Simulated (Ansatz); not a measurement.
Li (bcc, W type)

```
CELL_PARAMETERS angstrom
     -3.43479     3.43479     3.43479
      1.71739    -1.71739     1.71739
      1.71739     1.71739    -1.71739
ATOMIC_POSITIONS crystal
  Li 0.00000 0.00000 0.00000
  Li 0.50000 0.00000 0.00000
```

A phonon eigenvector at N = (0.5, 0.0, 0.0) is frozen into this cell: atom i moves by Q times the vector below, so Q is the largest atomic displacement, in Å. The cell is held. (q is in reciprocal vectors of the primitive cell; the cell shown is doubled to hold the pattern.)

```json
[
 {"atom": "Li1", "x": "0.000", "y": "0.707", "z": "-0.707"},
 {"atom": "Li2", "x": "0.000", "y": "-0.707", "z": "0.707"}
]
```

Computed with PBE (plane waves to 420 eV, PAW, scalar-relativistic; Ansatz, a first-principles code). k mesh 19×19×19 (Γ-centred), Fermi-Dirac smearing 0.05 eV. With partly filled bands, energies and forces of such displacements shift with the k mesh and the smearing. Li was relaxed with its symmetry unable to fall. The PAW data are Ansatz's earlier set. 

```
Q (Å)   −dE/dQ from forces (eV/Å)
------  -------------------------
-0.280                      0.100
-0.233                      0.069
-0.187                      0.045
-0.140                      0.027
-0.093                      0.014
-0.047                      0.006
0.000                       0.000
0.047                      -0.006
0.093                      -0.014
0.140                      -0.027
0.187                      -0.045
0.233                      -0.069
0.280                      -0.100
```

Question: What harmonic wavenumber does the curvature at Q = 0 give?

Answer: 47 cm⁻¹. E″ = 0.11 eV/Å², M = Σ mᵢ|uᵢ|² = 13.9 u, ν̃ = 521.5·√(|E″|/M).

(A displaced cell: forces are minus the slopes of the energy, force constants its curvatures, and phonons follow from these.)
